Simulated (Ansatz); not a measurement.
CdS (wurtzite)

```yaml
crystal:
  lattice:
    - [4.16433, 0.00000, 0.00000]
    - [-2.08216, 3.60641, 0.00000]
    - [0.00000, 0.00000, 6.76883]
  atoms:
    - { symbol: Cd, position: [0.66667, 0.33333, 0.00098] }
    - { symbol: Cd, position: [0.33333, 0.66667, 0.50098] }
    - { symbol: S, position: [0.66667, 0.33333, 0.62422] }
    - { symbol: S, position: [0.33333, 0.66667, 0.12422] }
```

Equation-of-state scan: isotropic scaling of the cell above, V₀ being its volume. The atoms relax within the cell's symmetry.

Calculation: r2SCAN (plane waves to 500 eV, PAW, scalar-relativistic; Ansatz, an electronic-structure program). k mesh 9×9×5 (Γ-centred), Fermi-Dirac smearing 0.05 eV. The energy includes the smearing's −TS. With the shape held, the modulus is that of even scaling; a crystal free to change shape is softer. CdS was relaxed with its symmetry unable to fall. The PAW data are Ansatz's earlier set. ΔE is measured from the relaxed starting cell.

| V (Å³/atom) | ΔE (meV/atom) |
|---|---|
| 21.348 | 168.0 |
| 22.364 | 86.9 |
| 23.381 | 35.6 |
| 24.397 | 8.2 |
| 25.414 | 0.0 |
| 26.431 | 7.1 |
| 27.447 | 26.6 |
| 28.464 | 56.0 |
| 29.480 | 93.3 |

Task: What is the fitted pressure derivative B₀′?

Result: 4.5.

Task: What bulk modulus at fixed cell shape B₀ follows from a third-order Birch-Murnaghan fit?

Result: 60.2 GPa. Check by three points about V = 25.414 Å³/atom, step 1.017: d²E/dV² ≈ (8.2 − 2·0.0 + 7.1) meV / 1.017² = 0.0148 eV/Å⁶, and V·d²E/dV² × 160.2 = 60.3 GPa.

(A scan under strain: stresses follow from slopes of the energy per volume, elastic moduli from its curvatures.)
